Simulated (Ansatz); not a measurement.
Level of theory: Ansatz 0.2.0, DFT PBE, scalar-relativistic, plane waves, PAW. Cutoff 420 eV, Γ-centred meshes of about 0.25 Å⁻¹ or finer for metals and 0.3 Å⁻¹ for insulators (2π included), Gaussian smearing. No spin polarisation.

All energies are static (0 K, no zero-point motion).

Two relaxed structures of Be4Se3:

A.

```cif
data_structure
_symmetry_space_group_name_H-M 'P-4m2'
_symmetry_Int_Tables_number 115
_cell_length_a 3.5263
_cell_length_b 3.5263
_cell_length_c 9.3151
_cell_angle_alpha 90.000
_cell_angle_beta 90.000
_cell_angle_gamma 90.000
_cell_volume 115.83
loop_
_atom_site_label
_atom_site_type_symbol
_atom_site_symmetry_multiplicity
_atom_site_Wyckoff_symbol
_atom_site_fract_x
_atom_site_fract_y
_atom_site_fract_z
_atom_site_occupancy
Be1 Be 2 g 0.00000 0.50000 0.56815 1
Be2 Be 2 g 0.00000 0.50000 0.14265 1
Se1 Se 2 f 0.50000 0.50000 0.71290 1
Se2 Se 1 a 0.00000 0.00000 0.00000 1
```

B.

```cif
data_structure
_symmetry_space_group_name_H-M 'P-43m'
_symmetry_Int_Tables_number 215
_cell_length_a 4.9461
_cell_length_b 4.9461
_cell_length_c 4.9461
_cell_angle_alpha 90.000
_cell_angle_beta 90.000
_cell_angle_gamma 90.000
_cell_volume 121.00
loop_
_atom_site_label
_atom_site_type_symbol
_atom_site_symmetry_multiplicity
_atom_site_Wyckoff_symbol
_atom_site_fract_x
_atom_site_fract_y
_atom_site_fract_z
_atom_site_occupancy
Be1 Be 4 e 0.76814 0.76814 0.23186 1
Se1 Se 3 c 0.50000 0.00000 0.50000 1
```

Task: Which form is favoured at zero pressure, and by what margin per atom?

Result: A is lower, by 54 meV/atom. A has space group P-4m2 (No. 115), 16.5 Å³/atom and a gap of 0.49 eV on its mesh; B has space group P-43m (No. 215), 17.3 Å³/atom and a gap of 0.96 eV. Counting Se atoms around Be (those within 1.25 times the shortest such distance or 1.15 times the sum of covalent radii, 1.27 where that leaves under three; a slash parts the counts of unlike sites), A has Be 2/4 and B has Be 3. Both come from trial cells of a structure search, whose lowest cell (C2, 18.1 Å³/atom) lies 53 meV/atom below the lower of the two.

Weakly bound directions are ill-defined at this level, which has no dispersion term (P-4m2), and this can change margins and order among such cells. Kohn–Sham gaps at this level usually fall short of measured ones. With atoms moved at random, A (by 53 meV/atom) fell into a lower structure and B came back. Some candidate types were left out of the draw beforehand, so a known form may be missing.
